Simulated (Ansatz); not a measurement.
Ansatz (a quantum-chemistry and plane-wave program) input:

Ansatz 0.2 input:
```yaml
crystal:
  lattice:
    - [4.5450160557, 0.0, 0.0]
    - [0.0, 5.5136362583, 0.0]
    - [0.0, 0.0, 4.8940905936]
  atoms:
    - { symbol: Ti, position: [0.5, 0.6757070491, 0.75] }
    - { symbol: Ti, position: [0.5, 0.3242929509, 0.25] }
    - { symbol: Ti, position: [0.0, 0.8242929509, 0.25] }
    - { symbol: Ti, position: [0.0, 0.1757070491, 0.75] }
    - { symbol: O, position: [0.7288922928, 0.6182170131, 0.0808561401] }
    - { symbol: O, position: [0.2711077072, 0.3817829869, 0.9191438599] }
    - { symbol: O, position: [0.7711077072, 0.8817829869, 0.5808561401] }
    - { symbol: O, position: [0.2288922928, 0.1182170131, 0.4191438599] }
    - { symbol: O, position: [0.2288922928, 0.8817829869, 0.9191438599] }
    - { symbol: O, position: [0.7711077072, 0.1182170131, 0.0808561401] }
    - { symbol: O, position: [0.2711077072, 0.6182170131, 0.4191438599] }
    - { symbol: O, position: [0.7288922928, 0.3817829869, 0.5808561401] }
kpoints:
  mp_grid: { grid: [5, 5, 5] }
hamiltonian:
  xc: r2scan
  pseudopotentials: { kind: paw }
scf:
  occupations: { method: fixed }
output:
  optics: { e_range: [0.0, 15.0], de: 0.05, sigma: 0.1, bands: { spectra_wanted_up_to: 12 eV } }
```

Output (shortened):

```
output.optics: the spectra are integrated over the Brillouin zone by k·p interpolation around the k-points, where levels, occupations, output.optics.sigma and …
Pseudopotential: Ti, paw, valence charge 12
Pseudopotential: O, paw, valence charge 6
Functional definition: r2SCAN
Crystal: 12 atoms, lattice volume = 122.644 Å³
Basis set: ecut = 500 eV, 3109 PW (Γ), exchange–correlation on 144×180×144 points (64 copies of the dense FFT grid, shifted against one another)
Bands: 60, of which v1, the nominal top of the filled ones, is band 48 counted from 1 (47 counted from 0)
Symmetry: 8 space group operations
Space group: Pbcn (ITA 60), of the structure as read, at distance tolerance 5.0e-5 Å
k-points: 27 of 125
SCF iter   1: F=—  HF=-14585.201268 eV  |F-HF|=—  |Δ(HF+E_count)|=         —  Δρ=2.78e-2  dr2=1.10e0  dr2_τ=7.80e-1  ethr=1.77e-3  ⟨swp⟩=3.1  Hψ=5383  notcnv=0  defer=176
preconditioner: auto → Resta (q_TF=auto, 2.619 Å⁻¹)
SCF iter   2: F=—  HF=-14585.247042 eV  |F-HF|=—  |Δ(HF+E_count)|=   4.58e-2  Δρ=1.27e-2  dr2=9.59e-2  dr2_τ=5.79e-2  ethr=1.15e-3  ⟨swp⟩=3.0  Hψ=3323  notcnv=0  defer=167
SCF iter   3: F=—  HF=-14585.235730 eV  |F-HF|=—  |Δ(HF+E_count)|=   1.13e-2  Δρ=4.26e-3  dr2=1.25e-2  dr2_τ=1.14e-3  ethr=9.99e-5  ⟨swp⟩=2.0  Hψ=2392  notcnv=0  defer=255
SCF iter   4: F=—  HF=-14585.235578 eV  |F-HF|=—  |Δ(HF+E_count)|=   1.52e-4  Δρ=1.23e-3  dr2=9.78e-4  dr2_τ=2.14e-4  ethr=1.30e-5  ⟨swp⟩=2.0  Hψ=2164  notcnv=0  defer=267
SCF iter   5: F=—  HF=-14585.235685 eV  |F-HF|=—  |Δ(HF+E_count)|=   1.07e-4  Δρ=1.85e-4  dr2=4.95e-5  dr2_τ=2.93e-6  ethr=1.02e-6  ⟨swp⟩=2.0  Hψ=2161  notcnv=0  defer=270
SCF iter   6: F=—  HF=-14585.235689 eV  |F-HF|=—  |Δ(HF+E_count)|=   3.88e-6  Δρ=4.04e-5  dr2=2.88e-6  dr2_τ=1.15e-7  ethr=5.16e-8  ⟨swp⟩=2.7  Hψ=2442  notcnv=0  defer=161
SCF iter   7: F=—  HF=-14585.235690 eV  |F-HF|=—  |Δ(HF+E_count)|=   1.27e-6  Δρ=1.37e-5  dr2=2.69e-7  dr2_τ=1.34e-8  ethr=3.00e-9  ⟨swp⟩=2.3  Hψ=2530  notcnv=0  defer=161
SCF iter   8: F=—  HF=-14585.235690 eV  |F-HF|=—  |Δ(HF+E_count)|=   4.87e-9  Δρ=3.44e-6  dr2=1.43e-8  dr2_τ=8.11e-10  ethr=2.80e-10  ⟨swp⟩=2.0  Hψ=2086  notcnv=0  defer=161
SCF iter  11: F=-14585.235690 eV  HF=-14585.235690 eV  |F-HF|=0.00e0  |Δ(HF+E_count)|=    0.00e0  Δρ=2.96e-8  dr2=1.26e-12  dr2_τ=4.89e-14  ethr=1.00e-12  ⟨swp⟩=9.3  Hψ=5274  notcnv=0
SCF 1 converged in 11 iterations: F = -14585.235690 eV  dr2 = 1.26e-12
NSCF: frozen V_eff on 27 k-points
Optics k sum: 0 of 27 k-points
Optics k sum: 2 of 27 k-points
Optics k sum: 3 of 27 k-points
Optics k sum: 5 of 27 k-points
Optics k sum: 6 of 27 k-points
Optics k sum: 7 of 27 k-points
Optics k sum: 9 of 27 k-points
Optics k sum: 10 of 27 k-points
Optics k sum: 11 of 27 k-points
Optics k sum: 13 of 27 k-points
Optics k sum: 14 of 27 k-points
Optics k sum: 15 of 27 k-points
Optics k sum: 17 of 27 k-points
Optics k sum: 18 of 27 k-points
Optics k sum: 19 of 27 k-points
Optics k sum: 21 of 27 k-points
Optics k sum: 22 of 27 k-points
Optics k sum: 23 of 27 k-points
Optics k sum: 25 of 27 k-points
Optics k sum: 26 of 27 k-points
Optics k sum: 27 of 27 k-points
Optics k sum: 0 of 27 k-points
Optics k sum: 2 of 27 k-points
Optics k sum: 3 of 27 k-points
Optics k sum: 5 of 27 k-points
Optics k sum: 6 of 27 k-points
Optics k sum: 7 of 27 k-points
Optics k sum: 9 of 27 k-points
Optics k sum: 10 of 27 k-points
Optics k sum: 11 of 27 k-points
Optics k sum: 13 of 27 k-points
Optics k sum: 14 of 27 k-points
Optics k sum: 15 of 27 k-points
Optics k sum: 17 of 27 k-points
Optics k sum: 18 of 27 k-points
Optics k sum: 19 of 27 k-points
Optics k sum: 21 of 27 k-points
Optics k sum: 22 of 27 k-points
Optics k sum: 23 of 27 k-points
Optics k sum: 25 of 27 k-points
Optics k sum: 26 of 27 k-points
Optics k sum: 27 of 27 k-points
NSCF: frozen V_eff on 1 k-points
NSCF: frozen V_eff on 1 k-points
NSCF: frozen V_eff on 1 k-points
NSCF: frozen V_eff on 1 k-points
NSCF: frozen V_eff on 1 k-points
NSCF: frozen V_eff on 1 k-points
NSCF: frozen V_eff on 1 k-points
output.optics: what the bands over the 84 summed would add to eps1, eps2 and the energy-loss function is held between a lower and an upper bound (15 Lanczos …
SCF converged after 11 iterations
Free energy (F): -14585.235690 eV
Harris-Foulkes:  -14585.235690 eV  (|F-HF|=0.00e0)
Internal energy: -14585.235690 eV  (E = F + TS)
E sigma→0 (E₀):  -14585.235690 eV
Fermi energy:    8.681972 eV
--- Per-component energies (eV) ---
  E_band       = -847.775332
  E_kinetic    = 2503.431412
  E_local      = -5959.188021  (includes V_loc(G=0)·N_el)
  E_nonlocal   = 384.791415
  E_hartree    = 2257.792816
  E_xc         = -965.969091
  E_vxc        = -1386.614775  (∫ρ·V_xc dr)
  E_paw        = -5495.397483  (= ΣΔE_a)
  E_vpaw       = -996.932867  (= ΣTr[D̂ρ^β])
  E_aug_tail   = 0.008536  (compensation charges beyond the density's cutoff)
  E_vtau       = 91.143307  (kinetic-family band-sum trace: ∫τ·v_τ [+ j·A + Jᵃ·Aᵃ] dr)
  E_ewald      = -7309.435918
  E_core_change = -1.269356  (= ΣΔE_core)
  E_smearing   =  0.000000  (= −TS)
  E_closure    = 0.000000  (closes the sum)
  Σ components = -14585.235690   (vs F -14585.235690, Δ=0.00e0)
  [band-id]    e_kinetic+e_local+e_nonlocal+2·e_hartree+e_vxc+e_vpaw+e_augmentation_tail+e_vtau = -847.775362   (vs E_band -847.775332, Δ=-3.03e-5)
--- Band table (eV; the first three rows and the last of 27) ---
  k-point 0: bands = ["-49.9239", "-49.9005", "-49.8946", "-49.8881", "-25.3095", "-25.2293", "-25.2078", "-25.1296", "-25.1269", "-25.1190", "-25.0946", "-25.0756", "-25.0234", "-25.0152", "-24.9933", "-24.9900", "-10.1555", "-8.9561", "-8.8001", "-8.5880", …
  k-point 1: bands = ["-49.9205", "-49.8999", "-49.8951", "-49.8915", "-25.2833", "-25.2509", "-25.1986", "-25.1911", "-25.0944", "-25.0903", "-25.0707", "-25.0636", "-25.0343", "-25.0271", "-25.0141", "-24.9994", "-10.0137", "-8.9627", "-8.8454", "-8.7321", …
  k-point 2: bands = ["-49.9115", "-49.9005", "-49.8984", "-49.8966", "-25.2687", "-25.2511", "-25.2151", "-25.1573", "-25.1139", "-25.0795", "-25.0561", "-25.0560", "-25.0455", "-25.0391", "-25.0279", "-25.0132", "-9.6373", "-9.1841", "-8.8809", "-8.8418", …
  k-point 26: bands = ["-49.9056", "-49.9043", "-49.8986", "-49.8983", "-25.2672", "-25.2662", "-25.2390", "-25.2284", "-25.0788", "-25.0673", "-25.0574", "-25.0494", "-25.0346", "-25.0275", "-25.0082", "-25.0052", "-9.2224", "-9.1413", "-8.9798", "-8.9266", …
```

Cost: very roughly 5 core-minutes on shared cores.

This is a known high-pressure phase of the composition, computed here at zero pressure and temperature. Symmetry was held in the r²SCAN relaxation; its stability against distortions is not shown here. No spin polarisation was allowed.

Potentials: the later of the program's two PAW sets.

Ansatz is a plane-wave DFT program.
